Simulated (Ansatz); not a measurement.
KCu₂Se₂ in space group I4/mmm (No. 139; K on 2b, Cu on 4d, Se on 4e), the program Ansatz at the PBE level (PAW), all energies at zero smearing, with the estimated change up to a 700 eV cutoff added, with one set of potentials and settings (totals compare only within such a set). Cell of 5 atoms (1 K, 2 Cu, 2 Se): -25728.972 eV.

```tsv
element	reference phase	E (eV/atom)
K	Im-3m, 1 atoms in the cell	-1537.7858
Cu	Fm-3m, 1 atoms in the cell	-6625.1757
Se	P3_121, 3 atoms in the cell	-5469.0798
```

Formation energy per atom, worked out: (-25728.972 − 1×(-1537.7858) − 2×(-6625.1757) − 2×(-5469.0798))/5 = -0.535 eV/atom (-52 kJ per mol of atoms), at 0 K, without zero-point energy or fitted corrections.

The first step of the workflow began from a Materials Project structure, measured or hypothetical; the Crystallography Open Database copy checked does not list it. Whether it is the stable phase at ambient conditions was not checked. The PBE relaxation kept the symmetry of its start; its stability against distortions is not shown here. The run is not spin-polarised. The references are the lowest solids computed at this level, not always the standard phases.

Potentials: the later of the program's two PAW sets.
